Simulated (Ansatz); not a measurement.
Input for Ansatz (plane-wave DFT, PAW):

```yaml
crystal:
  lattice:
    - [3.18, 0.0, 0.0]
    - [-1.59, 2.753960784, 0.0]
    - [0.0, 0.0, 12.5]
  atoms:
    - { symbol: W, position: [0.3333333333, 0.6666666667, 0.25] }
    - { symbol: W, position: [0.6666666667, 0.3333333333, 0.75] }
    - { symbol: S, position: [0.3333333333, 0.6666666667, 0.625] }
    - { symbol: S, position: [0.6666666667, 0.3333333333, 0.125] }
    - { symbol: S, position: [0.3333333333, 0.6666666667, 0.875] }
    - { symbol: S, position: [0.6666666667, 0.3333333333, 0.375] }
basis:
  ecutwfc: 420
kpoints:
  mp_grid: { grid: [12, 12, 2] }
hamiltonian:
  xc: pbe
  dispersion: d3bj
scf:
  occupations: { method: gaussian, width: 0.02 }
output:
  forces: true
  stress: true
  eigenvalues: true
  write_density: true
  write_potential: true
  elf: true
  volumetric_format: npy
relax:
  adjacent_minimum: "off"
  f_tol: 0.02
  max_steps: 70
  cell: { stress_tol: 0.1 }
```

Command:
```bash
ansatz run input.yaml --threads 2 --pin off --max-ram 5120MiB --backend cpu --events-out ev --progress --plain --runs-dir out
```

These are results of DFT PBE+D3(BJ), scalar-relativistic, plane waves, PAW (Ansatz), not measurements.

Part of what the program printed, abridged:

```
Pseudopotentials: kind: paw
Pseudopotential: W, paw, valence charge 14, recommended cutoff 420 eV (normal)
Pseudopotential: S, paw, valence charge 6, recommended cutoff 420 eV (normal)
Functional definition: PBE
Crystal: 6 atoms, lattice volume = 109.470 Å³
Basis set: ecut = 420 eV, 2129 PW (Γ), exchange–correlation on 48×48×180 points (8 copies of the dense FFT grid, shifted against one another)
Bands: 32, of which v1, the nominal top of the filled ones, is band 26 counted from 1 (25 counted from 0)
Symmetry: 24 space group operations
Space group: P63/mmc (ITA 194), of the structure as read, at distance tolerance 4.8e-5 Å
k-points: 38 of 288
Initial density: superposition of atomic densities (neutral atoms: chi_scale 0, normalization atom), corrected by the library's trained network
Initial wavefunctions: pseudopotential atomic-orbital guess
Functional: x = pbe(κ = 0.804, μ = 0.21951497), c = pbe(β = 0.06672455)
SCF iter   1: F=—  HF=-24385.277914 eV  |F-HF|=—  |Δ(HF+E_count)|=         —  Δρ=5.08e-3  dr2=1.59e-2  ethr=1.77e-3  ⟨swp⟩=6.6  Hψ=5741  notcnv=0
SCF iter   2: F=—  HF=-24385.282410 eV  |F-HF|=—  |Δ(HF+E_count)|=   4.50e-3  Δρ=2.71e-3  dr2=2.07e-3  ethr=3.05e-5  ⟨swp⟩=2.2  Hψ=2082  notcnv=0  defer=56
SCF iter   3: F=—  HF=-24385.286158 eV  |F-HF|=—  |Δ(HF+E_count)|=   3.75e-3  Δρ=1.18e-3  dr2=4.40e-4  ethr=3.99e-6  ⟨swp⟩=2.1  Hψ=1814  notcnv=0  defer=56
SCF iter   4: F=—  HF=-24385.287079 eV  |F-HF|=—  |Δ(HF+E_count)|=   9.22e-4  Δρ=6.44e-5  dr2=5.49e-6  ethr=8.47e-7  ⟨swp⟩=2.0  Hψ=1909  notcnv=0  defer=56
SCF iter   5: F=—  HF=-24385.287097 eV  |F-HF|=—  |Δ(HF+E_count)|=   1.77e-5  Δρ=1.39e-5  dr2=2.44e-7  ethr=1.06e-8  ⟨swp⟩=2.1  Hψ=1954  notcnv=0  defer=56
SCF iter   6: F=-24385.287097 eV  HF=-24385.287097 eV  |F-HF|=1.36e-8  |Δ(HF+E_count)|=   4.50e-8  Δρ=4.86e-6  dr2=3.27e-8  ethr=1.92e-10  ⟨swp⟩=13.1  Hψ=8808  notcnv=0
SCF 1 converged in 6 iterations: F = -24385.287097 eV  dr2 = 3.27e-8
relax step   1: F+E_penalty+E_count = -24385.28709700 eV  Δ(F+E_penalty+E_count) = +0.000e0 eV  max|allowed force component| = 1.359e-1 eV/Å  Δτ_max = 0.0000 Å  P = -1.528 GPa  Ω = 109.470 Å³  (6 SCF iters, dr2 threshold 1.00e-7 eV, accepted)
Crystal: 6 atoms, lattice volume = 99.168 Å³
Basis set: ecut = 420 eV, 1911 PW (Γ), exchange–correlation on 48×48×180 points (8 copies of the dense FFT grid, shifted against one another)
Initial density: handed on by an earlier stage of this run
Initial wavefunctions: those handed on with the density
SCF iter   1: F=—  HF=-24385.252777 eV  |F-HF|=—  |Δ(HF+E_count)|=         —  Δρ=9.05e-3  dr2=1.43e-1  ethr=2.86e-4  ⟨swp⟩=1.2  Hψ=6603  notcnv=0
SCF iter   2: F=—  HF=-24385.229574 eV  |F-HF|=—  |Δ(HF+E_count)|=   2.32e-2  Δρ=5.28e-3  dr2=3.02e-2  ethr=2.75e-4  ⟨swp⟩=2.4  Hψ=1799  notcnv=0
SCF iter   3: F=—  HF=-24385.223833 eV  |F-HF|=—  |Δ(HF+E_count)|=   5.74e-3  Δρ=1.63e-3  dr2=8.35e-3  ethr=5.81e-5  ⟨swp⟩=2.1  Hψ=1943  notcnv=0
SCF iter   4: F=—  HF=-24385.222967 eV  |F-HF|=—  |Δ(HF+E_count)|=   8.66e-4  Δρ=6.01e-4  dr2=4.75e-4  ethr=1.61e-5  ⟨swp⟩=2.0  Hψ=1769  notcnv=0
SCF iter   5: F=—  HF=-24385.223142 eV  |F-HF|=—  |Δ(HF+E_count)|=   1.74e-4  Δρ=1.46e-4  dr2=2.49e-5  ethr=9.13e-7  ⟨swp⟩=2.0  Hψ=1876  notcnv=0
SCF iter   6: F=—  HF=-24385.223166 eV  |F-HF|=—  |Δ(HF+E_count)|=   2.40e-5  Δρ=2.45e-5  dr2=7.10e-7  ethr=4.79e-8  ⟨swp⟩=2.0  Hψ=1839  notcnv=0
SCF iter   7: F=-24385.223167 eV  HF=-24385.223167 eV  |F-HF|=6.13e-8  |Δ(HF+E_count)|=   1.28e-6  Δρ=5.37e-6  dr2=3.80e-8  ethr=1.15e-9  ⟨swp⟩=11.9  Hψ=9480  notcnv=0
the search or the solves at the SCF's close seem to have found levels that the self-consistency loop had missed (the run counts 2). By its estimate they hold under 1e-12 electrons; where the run keeps them, the occupations were computed again with them
SCF 2 converged in 7 iterations: F = -24385.223167 eV  dr2 = 3.80e-8
relax step   2: F+E_penalty+E_count = -24385.22316703 eV  Δ(F+E_penalty+E_count) = +6.393e-2 eV  max|allowed force component| = 4.060e-1 eV/Å  Δτ_max = 0.1230 Å  P = +2.779 GPa  Ω = 99.168 Å³  energy of the carried Pulay correction = +1.864e-3 eV  (7 SCF iters, dr2 threshold 6.00e-7 eV, rejected (line search))
Crystal: 6 atoms, lattice volume = 105.529 Å³
Basis set: ecut = 420 eV, 2033 PW (Γ), exchange–correlation on 48×48×180 points (8 copies of the dense FFT grid, shifted against one another)
SCF iter   1: F=—  HF=-24385.331818 eV  |F-HF|=—  |Δ(HF+E_count)|=         —  Δρ=5.65e-3  dr2=6.43e-2  ethr=1.22e-4  ⟨swp⟩=1.5  Hψ=6498  notcnv=0
SCF iter   2: F=—  HF=-24385.321628 eV  |F-HF|=—  |Δ(HF+E_count)|=   1.02e-2  Δρ=3.26e-3  dr2=1.40e-2  ethr=1.22e-4  ⟨swp⟩=2.3  Hψ=1764  notcnv=0
SCF iter   3: F=—  HF=-24385.319339 eV  |F-HF|=—  |Δ(HF+E_count)|=   2.29e-3  Δρ=1.06e-3  dr2=4.15e-3  ethr=2.68e-5  ⟨swp⟩=2.0  Hψ=1934  notcnv=0
SCF iter   4: F=—  HF=-24385.318985 eV  |F-HF|=—  |Δ(HF+E_count)|=   3.54e-4  Δρ=4.15e-4  dr2=2.84e-4  ethr=7.97e-6  ⟨swp⟩=2.0  Hψ=1553  notcnv=0
SCF iter   5: F=—  HF=-24385.319139 eV  |F-HF|=—  |Δ(HF+E_count)|=   1.54e-4  Δρ=1.07e-4  dr2=1.13e-5  ethr=5.47e-7  ⟨swp⟩=2.0  Hψ=1894  notcnv=0
SCF iter   6: F=—  HF=-24385.319254 eV  |F-HF|=—  |Δ(HF+E_count)|=   1.15e-4  Δρ=1.86e-5  dr2=5.35e-7  ethr=2.18e-8  ⟨swp⟩=2.0  Hψ=1838  notcnv=0
SCF iter   7: F=—  HF=-24385.319258 eV  |F-HF|=—  |Δ(HF+E_count)|=   4.68e-6  Δρ=3.54e-6  dr2=1.67e-8  ethr=1.03e-9  ⟨swp⟩=2.0  Hψ=1901  notcnv=0
SCF iter   8: F=—  HF=-24385.319258 eV  |F-HF|=—  |Δ(HF+E_count)|=   4.79e-8  Δρ=9.41e-7  dr2=1.88e-9  ethr=3.22e-11  ⟨swp⟩=2.1  Hψ=1901  notcnv=0
SCF iter   9: F=-24385.319258 eV  HF=-24385.319258 eV  |F-HF|=7.28e-12  |Δ(HF+E_count)|=   1.66e-9  Δρ=1.85e-7  dr2=5.76e-11  ethr=1.00e-12  ⟨swp⟩=7.9  Hψ=6811  notcnv=0
SCF 3 converged in 9 iterations: F = -24385.319258 eV  dr2 = 5.76e-11
relax step   3: F+E_penalty+E_count = -24385.31925831 eV  Δ(F+E_penalty+E_count) = -3.216e-2 eV  max|allowed force component| = 2.414e-2 eV/Å  Δτ_max = 0.0482 Å  P = -0.459 GPa  Ω = 105.529 Å³  energy of the carried Pulay correction = +6.920e-4 eV  (9 SCF iters, accepted)
Crystal: 6 atoms, lattice volume = 104.441 Å³
SCF iter   1: F=—  HF=-24385.320835 eV  |F-HF|=—  |Δ(HF+E_count)|=         —  Δρ=1.06e-3  dr2=1.02e-3  ethr=1.89e-6  ⟨swp⟩=2.9  Hψ=6940  notcnv=0
SCF iter   2: F=—  HF=-24385.320677 eV  |F-HF|=—  |Δ(HF+E_count)|=   1.59e-4  Δρ=5.95e-4  dr2=3.14e-4  ethr=1.89e-6  ⟨swp⟩=1.1  Hψ=1250  notcnv=0
SCF iter   3: F=—  HF=-24385.320687 eV  |F-HF|=—  |Δ(HF+E_count)|=   1.07e-5  Δρ=9.83e-5  dr2=2.23e-5  ethr=6.03e-7  ⟨swp⟩=2.1  Hψ=1710  notcnv=0
SCF iter   4: F=—  HF=-24385.320692 eV  |F-HF|=—  |Δ(HF+E_count)|=   5.01e-6  Δρ=5.83e-5  dr2=6.02e-6  ethr=4.29e-8  ⟨swp⟩=2.0  Hψ=1790  notcnv=0
SCF iter   5: F=-24385.320694 eV  HF=-24385.320694 eV  |F-HF|=4.96e-8  |Δ(HF+E_count)|=   1.57e-6  Δρ=1.83e-5  dr2=5.94e-7  ethr=1.15e-9  ⟨swp⟩=8.3  Hψ=9290  notcnv=0
SCF 4 converged in 5 iterations: F = -24385.320694 eV  dr2 = 5.94e-7
relax step   4: F+E_penalty+E_count = -24385.32069396 eV  Δ(F+E_penalty+E_count) = -1.436e-3 eV  max|allowed force component| = 2.321e-2 eV/Å  Δτ_max = 0.0138 Å  P = -0.058 GPa  Ω = 104.441 Å³  energy of the carried Pulay correction = +8.876e-4 eV  (5 SCF iters, dr2 threshold 6.00e-7 eV, accepted)
Crystal: 6 atoms, lattice volume = 104.613 Å³
SCF iter   1: F=—  HF=-24385.320707 eV  |F-HF|=—  |Δ(HF+E_count)|=         —  Δρ=2.64e-4  dr2=4.89e-5  ethr=1.05e-7  ⟨swp⟩=3.2  Hψ=6609  notcnv=0
SCF iter   2: F=—  HF=-24385.320760 eV  |F-HF|=—  |Δ(HF+E_count)|=   5.32e-5  Δρ=1.38e-4  dr2=1.31e-5  ethr=9.40e-8  ⟨swp⟩=1.8  Hψ=1316  notcnv=0
SCF iter   3: F=—  HF=-24385.320759 eV  |F-HF|=—  |Δ(HF+E_count)|=   1.02e-6  Δρ=4.70e-5  dr2=2.96e-6  ethr=2.52e-8  ⟨swp⟩=2.1  Hψ=1646  notcnv=0
SCF iter   4: F=—  HF=-24385.320759 eV  |F-HF|=—  |Δ(HF+E_count)|=   2.50e-7  Δρ=1.17e-5  dr2=2.19e-7  ethr=5.70e-9  ⟨swp⟩=2.4  Hψ=1769  notcnv=0
SCF iter   5: F=-24385.320759 eV  HF=-24385.320759 eV  |F-HF|=9.11e-9  |Δ(HF+E_count)|=   9.69e-8  Δρ=2.76e-6  dr2=1.60e-8  ethr=6.47e-11  ⟨swp⟩=7.2  Hψ=8402  notcnv=0
SCF 5 converged in 5 iterations: F = -24385.320759 eV  dr2 = 1.60e-8
relax step   5: F+E_penalty+E_count = -24385.32075887 eV  Δ(F+E_penalty+E_count) = -6.491e-5 eV  max|allowed force component| = 1.432e-3 eV/Å  Δτ_max = 0.0035 Å  P = +0.007 GPa  Ω = 104.613 Å³  energy of the carried Pulay correction = +8.565e-4 eV  (5 SCF iters, dr2 threshold 3.37e-8 eV, accepted)
Initial wavefunctions: pseudopotential atomic-orbital guess (no wavefunctions were taken with the density)
SCF iter   1: F=—  HF=-24385.319897 eV  |F-HF|=—  |Δ(HF+E_count)|=         —  Δρ=7.67e-5  dr2=8.69e-7  ethr=1.88e-7  ⟨swp⟩=3.0  Hψ=8951  notcnv=0
SCF iter   2: F=—  HF=-24385.319957 eV  |F-HF|=—  |Δ(HF+E_count)|=   6.03e-5  Δρ=4.01e-5  dr2=2.33e-7  ethr=1.67e-9  ⟨swp⟩=2.1  Hψ=1856  notcnv=0
SCF iter   3: F=—  HF=-24385.319957 eV  |F-HF|=—  |Δ(HF+E_count)|=   1.60e-7  Δρ=3.11e-6  dr2=1.47e-8  ethr=4.48e-10  ⟨swp⟩=2.8  Hψ=2192  notcnv=0
SCF iter   4: F=—  HF=-24385.319957 eV  |F-HF|=—  |Δ(HF+E_count)|=   1.31e-9  Δρ=1.39e-6  dr2=1.12e-9  ethr=2.83e-11  ⟨swp⟩=2.0  Hψ=1570  notcnv=0
SCF iter   5: F=-24385.319957 eV  HF=-24385.319957 eV  |F-HF|=1.24e-10  |Δ(HF+E_count)|=  8.66e-10  Δρ=2.59e-7  dr2=1.18e-10  ethr=1.00e-12  ⟨swp⟩=7.3  Hψ=6617  notcnv=0
SCF 6 converged in 5 iterations: F = -24385.319957 eV  dr2 = 1.18e-10
SCF converged after 5 iterations
Free energy (F): -24385.319957 eV
Harris-Foulkes:  -24385.319957 eV  (|F-HF|=1.24e-10)
Internal energy: -24385.319957 eV  (E = F + TS)
E sigma→0 (E₀):  -24385.319957 eV
Fermi energy:    12.511798 eV
--- Per-component energies (eV) ---
  E_band       = -357.426124
  E_kinetic    = 1334.646250
  E_local      = -3362.064476  (includes V_loc(G=0)·N_el)
  E_nonlocal   = 114.823781
  E_hartree    = 1328.399049
  E_xc         = -925.248088
  E_vxc        = -831.363751  (∫ρ·V_xc dr)
  E_paw        = -19526.335846  (= ΣΔE_a)
  E_vpaw       = -270.266196  (= ΣTr[D̂ρ^β])
  E_aug_tail   = -0.000123  (compensation charges beyond the density's cutoff)
  E_ewald      = -3346.929487
  E_disp       = -2.611018  (pairwise vdW)
  E_smearing   =  0.000000  (= −TS)
--- Forces (eV/Å), atoms counted from 1 ---
  atom   1  W      0.00000000     0.00000000     0.00000000
  atom   2  W      0.00000000     0.00000000     0.00000000
  atom   3  S      0.00000000     0.00000000     0.00131682
  atom   4  S      0.00000000     0.00000000     0.00131682
  atom   5  S      0.00000000     0.00000000    -0.00131682
  atom   6  S      0.00000000     0.00000000    -0.00131682
--- Stress (GPa, compression-positive) ---
        0.021529       0.000000       0.000000
        0.000000       0.021529       0.000000
        0.000000       0.000000      -0.028964
  P = ⅓ Tr σ = 0.0047 GPa (0.047 kbar)
--- Band table (eV; the first three rows and the last of 38) ---
  k-point 0: bands = ["-62.5212", "-62.5212", "-26.8222", "-26.8221", "-26.6397", "-26.6397", "-26.6397", "-26.6397", "-3.6408", "-3.3580", "-2.1328", "-1.6059", "4.3032", "5.5044", "8.0763", "8.5537", "8.5537", "8.5718", "8.5718", "9.7800", "9.7800", "9.8480", "9.8480", "10.6448", "10.7691", "12.0666", "14.3182", "14.3182", "14.3312", "14.3312", "14.3372", "14.3372"]
  k-point 1: bands = ["-62.5212", "-62.5212", "-26.8221", "-26.8221", "-26.6397", "-26.6397", "-26.6397", "-26.6397", "-3.5186", "-3.5186", "-1.8556", "-1.8556", "4.8141", "4.8141", "8.5626", "8.5626", "8.5626", "8.5626", "9.1170", "9.1170", "9.8139", "9.8139", "9.8139", "9.8139", "11.7572", "11.7572", "14.3048", "14.3048", "14.3048", "14.3048", "14.4711", "14.4711"]
  k-point 2: bands = ["-62.5199", "-62.5199", "-26.8176", "-26.8175", "-26.6649", "-26.6649", "-26.6455", "-26.6455", "-3.5225", "-3.2397", "-2.0804", "-1.5689", "4.4457", "5.6459", "7.9073", "8.2409", "8.2712", "8.6657", "8.6915", "9.3448", "9.5903", "9.6644", "9.8432", "10.7711", "10.7867", "11.8192", "14.1977", "14.2193", "14.2214", "14.2859", "14.3114", "14.4758"]
  k-point 37: bands = ["-62.4996", "-62.4996", "-26.9129", "-26.9129", "-26.8773", "-26.8773", "-26.7451", "-26.7451", "-0.9534", "-0.9534", "-0.8908", "-0.8908", "5.5052", "5.5052", "5.9054", "5.9054", "6.8237", "6.8237", "7.2001", "7.2001", "8.2799", "8.2799", "8.8950", "8.8950", "11.3595", "11.3595", "13.3286", "13.3286", "14.5670", "14.5670", "15.4296", "15.4296"]
--- Relaxed structure (5 steps of the walk, 4 accepted, 1 SCFs on fresh bases) ---
  F+E_penalty+E_count = -24385.31995698 eV   max|allowed force component| = 1.317e-3 eV/Å   (the final SCF, on the basis selected at the relaxed cell)
  cell:  # Å, volume = 104.6128 Å³
    - [3.15378838, 0.0, 0.0]
    - [-1.57689419, 2.73126086, 0.0]
    - [0.0, 0.0, 12.14476383]
  atoms:
    - { symbol: W, position: [0.33333333, 0.66666666, 0.25] }
    - { symbol: W, position: [0.66666666, 0.33333333, 0.75] }
    - { symbol: S, position: [0.33333333, 0.66666666, 0.62032133] }
    - { symbol: S, position: [0.66666666, 0.33333333, 0.12032133] }
    - { symbol: S, position: [0.33333333, 0.66666666, 0.87967866] }
    - { symbol: S, position: [0.66666666, 0.33333333, 0.37967866] }
```

The relaxation met its thresholds.

Time: 17 s on 2 threads of INTEL(R) XEON(R) PLATINUM 8581C CPU @ 2.10GHz (Emerald Rapids), with other jobs on the host, peak memory 0.53 GiB.

Spin–orbit coupling is left out, which can shift energies with elements as heavy as these.